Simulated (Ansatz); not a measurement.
Relaxation of a generated trial cell of AlCu in the AFLOW prototype AB_oP8_62_c_c (B29, as in SnS); 8 atoms in the cell, which starts as Pnma (No. 62), oP8; a = 9.2486 Å, b = 3.2941 Å, c = 3.5812 Å, α = β = γ = 90.00°. These are PBE (plane waves to 420 eV, PAW, scalar-relativistic; Ansatz, a first-principles code) values and carry that method's errors. Γ-centred k-mesh 4×10×9 on the run's cell (coarser than for final values), Fermi–Dirac smearing 0.05 eV. This is the first round of the run. 

The optimiser's lines from the output (shortened; P is positive under compression):

```
relax step   1: F+E_penalty+E_count = -28646.22432330 eV  Δ(F+E_penalty+E_count) = +0.000e0 eV  max|allowed force component| = 2.764e0 eV/Å  Δτ_max = 0.0000 Å  P = +24.225 GPa  Ω = 109.103 Å³  (8 SCF iters, dr2 threshold 1.00e-7 eV, accepted)
relax step   2: F+E_penalty+E_count = -28648.30495709 eV  Δ(F+E_penalty+E_count) = -2.081e0 eV  max|allowed force component| = 1.434e0 eV/Å  Δτ_max = 0.1076 Å  P = +11.806 GPa  Ω = 113.784 Å³  (8 SCF iters, dr2 threshold 8.00e-7 eV, accepted)
relax step   3: F+E_penalty+E_count = -28650.01241761 eV  Δ(F+E_penalty+E_count) = -1.707e0 eV  max|allowed force component| = 9.008e-1 eV/Å  Δτ_max = 0.1947 Å  P = +2.442 GPa  Ω = 117.654 Å³  (8 SCF iters, dr2 threshold 8.00e-7 eV, accepted)
relax step   4: F+E_penalty+E_count = -28650.79827185 eV  Δ(F+E_penalty+E_count) = -7.859e-1 eV  max|allowed force component| = 5.576e-1 eV/Å  Δτ_max = 0.2000 Å  P = -0.998 GPa  Ω = 119.245 Å³  (7 SCF iters, dr2 threshold 8.00e-7 eV, accepted)
relax step   5: F+E_penalty+E_count = -28651.06289034 eV  Δ(F+E_penalty+E_count) = -2.646e-1 eV  max|allowed force component| = 2.426e-1 eV/Å  Δτ_max = 0.0896 Å  P = -0.514 GPa  Ω = 117.914 Å³  (7 SCF iters, dr2 threshold 8.00e-7 eV, accepted)
relax step   6: F+E_penalty+E_count = -28651.28629865 eV  Δ(F+E_penalty+E_count) = -2.234e-1 eV  max|allowed force component| = 3.065e-1 eV/Å  Δτ_max = 0.0597 Å  P = -0.354 GPa  Ω = 116.248 Å³  (7 SCF iters, dr2 threshold 8.00e-7 eV, accepted)
relax step   7: F+E_penalty+E_count = -28651.46482971 eV  Δ(F+E_penalty+E_count) = -1.785e-1 eV  max|allowed force component| = 3.424e-1 eV/Å  Δτ_max = 0.0477 Å  P = -0.750 GPa  Ω = 114.317 Å³  (6 SCF iters, dr2 threshold 8.00e-7 eV, accepted)
relax step   8: F+E_penalty+E_count = -28651.72451451 eV  Δ(F+E_penalty+E_count) = -2.597e-1 eV  max|allowed force component| = 2.920e-1 eV/Å  Δτ_max = 0.0805 Å  P = -0.707 GPa  Ω = 111.655 Å³  (7 SCF iters, dr2 threshold 8.00e-7 eV, accepted)
relax step   9: F+E_penalty+E_count = -28651.88511444 eV  Δ(F+E_penalty+E_count) = -1.606e-1 eV  max|allowed force component| = 1.602e-1 eV/Å  Δτ_max = 0.0698 Å  P = -0.376 GPa  Ω = 108.771 Å³  (7 SCF iters, dr2 threshold 8.00e-7 eV, accepted)
relax step  10: F+E_penalty+E_count = -28651.74712982 eV  Δ(F+E_penalty+E_count) = +1.380e-1 eV  max|allowed force component| = 1.013e0 eV/Å  Δτ_max = 0.1018 Å  P = +1.504 GPa  Ω = 108.555 Å³  (8 SCF iters, dr2 threshold 8.00e-7 eV, rejected (line search))
relax step  11: F+E_penalty+E_count = -28651.99056420 eV  Δ(F+E_penalty+E_count) = -1.054e-1 eV  max|allowed force component| = 1.648e-1 eV/Å  Δτ_max = 0.0298 Å  P = -0.158 GPa  Ω = 109.017 Å³  (12 SCF iters, accepted)
relax step  12: F+E_penalty+E_count = -28651.86703833 eV  Δ(F+E_penalty+E_count) = +1.235e-1 eV  max|allowed force component| = 6.601e-1 eV/Å  Δτ_max = 0.0975 Å  P = +1.737 GPa  Ω = 107.844 Å³  (8 SCF iters, dr2 threshold 8.00e-7 eV, rejected (line search))
relax step  13: F+E_penalty+E_count = -28652.00527747 eV  Δ(F+E_penalty+E_count) = -1.471e-2 eV  max|allowed force component| = 1.490e-2 eV/Å  Δτ_max = 0.0212 Å  P = +0.191 GPa  Ω = 108.903 Å³  (11 SCF iters, accepted)
relax step  14: F+E_penalty+E_count = -28652.00554862 eV  Δ(F+E_penalty+E_count) = -2.712e-4 eV  max|allowed force component| = 2.865e-3 eV/Å  Δτ_max = 0.0060 Å  P = -0.205 GPa  Ω = 109.186 Å³  (6 SCF iters, dr2 threshold 6.68e-7 eV, accepted)
relax step  15: F+E_penalty+E_count = -28652.00574043 eV  Δ(F+E_penalty+E_count) = -1.918e-4 eV  max|allowed force component| = 5.165e-4 eV/Å  Δτ_max = 0.0008 Å  P = +0.001 GPa  Ω = 109.022 Å³  (6 SCF iters, dr2 threshold 1.69e-7 eV, accepted)
relax step  16: F+E_penalty+E_count = -28652.13978092 eV  Δ(F+E_penalty+E_count) = -1.340e-1 eV  max|allowed force component| = 1.180e-2 eV/Å  Δτ_max = 0.0000 Å  P = +1.799 GPa  Ω = 109.022 Å³  stress off target by 4.76e0 GPa  SCF on the basis re-selected at this cell (its energy is not comparable with the rows above)  (9 SCF iters)
relax step  17: F+E_penalty+E_count = -28652.16880514 eV  Δ(F+E_penalty+E_count) = -2.902e-2 eV  max|allowed force component| = 2.016e-2 eV/Å  Δτ_max = 0.0050 Å  P = +0.682 GPa  Ω = 109.700 Å³  (6 SCF iters, dr2 threshold 8.00e-7 eV, accepted)
relax step  18: F+E_penalty+E_count = -28652.17245318 eV  Δ(F+E_penalty+E_count) = -3.648e-3 eV  max|allowed force component| = 1.192e-2 eV/Å  Δτ_max = 0.0070 Å  P = +0.038 GPa  Ω = 110.404 Å³  (6 SCF iters, dr2 threshold 8.00e-7 eV, accepted)
relax step  19: F+E_penalty+E_count = -28652.17250101 eV  Δ(F+E_penalty+E_count) = -4.783e-5 eV  max|allowed force component| = 9.858e-4 eV/Å  Δτ_max = 0.0011 Å  P = -0.006 GPa  Ω = 110.457 Å³  (6 SCF iters, dr2 threshold 4.59e-8 eV, accepted)
relax step  20: F+E_penalty+E_count = -28652.17326741 eV  Δ(F+E_penalty+E_count) = -7.664e-4 eV  max|allowed force component| = 1.195e-3 eV/Å  Δτ_max = 0.0000 Å  P = -0.003 GPa  Ω = 110.457 Å³  stress off target by 1.37e-2 GPa  SCF on the basis re-selected at this cell (its energy is not comparable with the rows above)  (7 SCF iters)
```

From the first to the last row the energy changes by -0.74 eV/atom and the volume by +1.2 %. The last row is marked as not comparable with the walk above it, whose basis was carried along; it does compare with step 1, since both stand on a basis selected at the nominal cutoff for their own cell.

Energy and pressure jump between steps 15 and 16 at one geometry, where the plane-wave basis was selected anew. While the cell walks, the set of plane waves is carried along, so its effective cutoff drifts with the strain; re-selecting it at 420 eV moved the energy by -0.017 eV/atom and the pressure by 1.8 GPa. Only step 1 and rows on a re-selected basis compare with each other.

Steps 10, 12 were rejected by the optimiser.

Later rounds, restarted from the end of this one on a renewed k-mesh, logged 4 more steps and released under 0.01 eV/atom more. The final structure after all rounds: Cmcm (No. 63), oS8; a = 2.876 Å, b = 9.505 Å, c = 4.038 Å, α = β = γ = 90.00°. Between re-selections the logged energies stand on a plane-wave basis carried along with the cell. No spin polarisation in the result.

The run could not lose the symmetry of its start: the end is stationary, and may be a saddle point rather than a minimum.

The relaxed structure here is a generated cell of AlCu: the first start was made by placing the elements on the sites of a structure type, and the end was not matched to a known phase here, so it may be hypothetical.
